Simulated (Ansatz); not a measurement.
**Bands of ScIn3**

```
CELL_PARAMETERS angstrom
4.46000 0.00000 0.00000
0.00000 4.46000 0.00000
0.00000 0.00000 4.46000
ATOMIC_POSITIONS crystal
Sc 0.00000 0.00000 0.00000
In 0.00000 0.50000 0.50000
In 0.50000 0.00000 0.50000
In 0.50000 0.50000 0.00000
```

Atoms are numbered in the order listed.

The cell is COD entry 1539387, as deposited and not checked against the literature; nothing was relaxed.

Spin–orbit coupling is left out, though it moves levels of the heavy atoms by tenths of an eV or more.

The calculation used Ansatz 0.2.0, DFT, PBEsol, all-electron LAPW, scalar-relativistic.

Sampling and basis: a Γ-centred 8×8×8 k mesh, Fermi–Dirac smearing of 0.08 eV, basis error target 1 meV/atom, no spin polarisation.

Points in fractions of the reciprocal vectors of this cell: Γ (0, 0, 0), X (0, 0.5, 0), M (0.5, 0.5, 0), R (0.5, 0.5, 0.5). The path runs Γ–X–M–Γ–R–X–R–M. Energies are in eV from the Fermi level; (×n) counts levels within 4 meV of each other, which need not be degenerate by symmetry.

(1) Is there a gap?

(2) List the levels between -8 and 2.5 eV at the symmetry points.

Answers

(1) none: bands cross the Fermi level, a metal.

(2) 
Γ: -2.59 (×2), -1.99 (×3), 1.36 (×3), 2.45
X: -7.40, -1.45 (×2), -1.01, -0.94, 1.23 (×3), 1.37, 2.34
M: -6.83, -5.92 (×2), -4.10, -0.38 (×2), 1.11, 1.55, 1.62, 2.04
R: -4.90 (×3), -4.19, -3.02 (×3), 1.33, 1.86 (×2)
